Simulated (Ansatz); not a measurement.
TePb:
```
CELL_PARAMETERS angstrom
      0.00000     3.22138     3.22138
      3.22138     0.00000     3.22138
      3.22138     3.22138     0.00000
ATOMIC_POSITIONS crystal
  Te 0.00000 0.00000 0.00000
  Pb 0.50000 0.50000 0.50000
```

Relaxed with PBEsol. Special points in fractions of this cell's reciprocal vectors: Γ (0.000, 0.000, 0.000); X (0.500, 0.000, 0.500); U (0.625, 0.250, 0.625); K (0.375, 0.375, 0.750); L (0.500, 0.500, 0.500); W (0.500, 0.250, 0.750).

List the band energies nearest the valence-band maximum at these points for PBEsol in the plane-wave PAW code Ansatz.

In eV from the valence-band maximum; about four levels below and three above (degenerate sets whole), none deeper than 8.9 eV; points with the same levels are listed once.

```tsv
k	below	above
Γ	-5.59 -1.37 -1.37 -1.37	4.06 4.06 4.06
X	-7.31 -4.60 -2.86 -2.86	3.18 5.49 5.49
U	-8.00 -4.21 -2.35 -2.13	3.55 3.78 5.06
L	-8.64 -0.91 -0.91 0.00	0.65 1.22 1.22
W	-8.02 -3.87 -3.87 -0.36	1.63 5.18 5.18
```

Space group Fm-3m (rock salt). Symmetry was held in the PBEsol relaxation. Scalar-relativistic: spin–orbit coupling is off unless named, which matters more the heavier the elements.

Potentials: the later of the program's two PAW sets.
